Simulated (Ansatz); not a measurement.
Theory: Ansatz 0.2.0, DFT PBE, scalar-relativistic, plane waves, PAW. Cutoff 420 eV, Γ-centred 12×12×4 mesh (8-atom cell), Gaussian smearing of 0.10 eV, collinear spin.

Formation energies are uncorrected and count from the elements' standard states at the same level.

Q: Propose a candidate for a hexagonal metal that holds Ti and 2 more elements, with a formation energy near −1.20 eV/atom and about 11 Å³ per atom, in a cell of 8 atoms. Its symmetry should be P-6m2 (No. 187).

A: Ta3TiN4, space group P-6m2 (No. 187). Ti has 6 N at 2.20 Å, 2 Ta at 2.79 Å and 6 Ti at 2.94 Å; Ta on a site of symmetry -6m2 has 6 N at 2.23 Å and 8 Ta at 2.90–2.94 Å; Ta on a site of symmetry 3m is surrounded by 6 N at 2.20–2.24 Å, 1 Ti at 2.79 Å and 7 Ta at 2.90–2.94 Å; N on its first site is surrounded by 6 Ta at 2.23–2.24 Å; 1 more site not described.

```yaml
crystal:
  lattice:
    - [2.94270, 0.00000, 0.00000]
    - [-1.47135, 2.54845, 0.00000]
    - [0.00000, 0.00000, 11.38258]
  atoms:
    - { symbol: Ti, position: [0.00000, 0.00000, 0.50000] }
    - { symbol: Ta, position: [0.00000, 0.00000, 0.00000] }
    - { symbol: Ta, position: [0.00000, 0.00000, 0.25496] }
    - { symbol: Ta, position: [0.00000, 0.00000, 0.74504] }
    - { symbol: N, position: [0.66667, 0.33333, 0.87328] }
    - { symbol: N, position: [0.66667, 0.33333, 0.12672] }
    - { symbol: N, position: [0.66667, 0.33333, 0.37788] }
    - { symbol: N, position: [0.66667, 0.33333, 0.62212] }
```

* Volume per atom: 10.67 Å³
* Density: 12.58 g/cm³
* Energy over the elements: −1.20 eV/atom
* Gap on the 12×12×4 mesh of the 8-atom cell: 0 eV (a metal)
* Net moment per atom: 0.00 μB
* Moment by site: all under 0.1 μB

The structure comes from a generated guess, relaxed at this level; another structure or a mixture of phases may lie lower. Other answers may fit too; this one was computed.

Spin–orbit coupling, which can matter for Ta, is left out. A later test with randomly moved atoms came back to the same energy, though modes that don't fit the test's cell weren't probed. Site moments count only spheres around the atoms; the net moment includes the space between them.
